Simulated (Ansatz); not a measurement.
The start is a relaxed As cell displaced along its unstable phonon at q = (½, 0, 0) of its primitive reciprocal cell (91i cm⁻¹), largest move 0.15 Å. A full variable-cell relaxation at zero pressure is run with PBE (plane waves to 420 eV, PAW, scalar-relativistic; Ansatz, a program for electronic structure). First-step values are on the input's coarse k-mesh.

Ansatz input (later rounds restart from its end on a renewed k-mesh):
Ansatz 0.2 input:
```yaml
crystal:
  lattice:
    - [5.9634072856, 0, 0]
    - [-1.4908518214, 2.5822311012, 0]
    - [0, 0, 10.0118535087]
  atoms:
    - { symbol: As, position: [0.028165991, 0.028165991, -0.0036572896] }
    - { symbol: As, position: [0.471834009, -0.028165991, 0.0036572896] }
    - { symbol: As, position: [-0.028165991, -0.028165991, 0.4963427104] }
    - { symbol: As, position: [0.528165991, 0.028165991, 0.5036572896] }
    - { symbol: As, position: [0.1666666667, 0.6666666667, 0.2548526824] }
    - { symbol: As, position: [0.6666666667, 0.6666666667, 0.2451473176] }
    - { symbol: As, position: [0.3333333333, 0.3333333333, 0.7451473176] }
    - { symbol: As, position: [0.8333333333, 0.3333333333, 0.7548526824] }
basis: { ecutwfc: 420, ecutrho_ratio: 4, xc_grid: 2, fft_grid_basis: typed }
kpoints: { mp_grid: { grid: [6, 12, 4] } }
hamiltonian:
  xc: pbe
  dispersion: none
  pseudopotentials: { azcp: { folder: ./paw }, kind: paw }
scf: { occupations: { method: fermi_dirac, width: 0.05 } }
relax: { f_tol: 0.01, max_steps: 100, cell: { stress_tol: 0.02 } }
output: { forces: true, stress: true }
```

Task: By how much does the energy per atom fall from start to end?

Result: 0.46 eV/atom.

Task: How does the volume change?

Result: +13.7 %, from 19.27 to 21.91 Å³/atom.

Task: Is the parent structure recovered?

Result: It does not go back: it reaches Pnma (No. 62), 0.47 eV/atom below the parent.

Task: Give the final cell and atomic positions.

Result: 
```cif
data_As8
_chemical_formula_sum 'As8'
_space_group_name_H-M_alt 'Pnma'
_space_group_IT_number 62
_space_group_name_Hall '-P 2ac 2n'
_cell_length_a 11.39573
_cell_length_b 3.87183
_cell_length_c 3.97348
_cell_angle_alpha 90.000
_cell_angle_beta 90.000
_cell_angle_gamma 90.000
loop_
_atom_site_label
_atom_site_type_symbol
_atom_site_symmetry_multiplicity
_atom_site_Wyckoff_symbol
_atom_site_fract_x
_atom_site_fract_y
_atom_site_fract_z
_atom_site_occupancy
As1 As 4 c 0.01852 0.25000 0.29266 1
As2 As 4 c 0.23611 0.25000 0.33109 1
```

Final values are on a 4×12×12 k-mesh of the relaxed cell. No spin polarisation in the result.

The run could not lose the symmetry of its start, so the end can be a saddle point.

The relaxed structure here is a generated cell of As: the first start was made by placing the elements on the sites of a structure type, and the end was not matched to a known phase here, so it may be hypothetical. Known forms of As include space group No. 166.
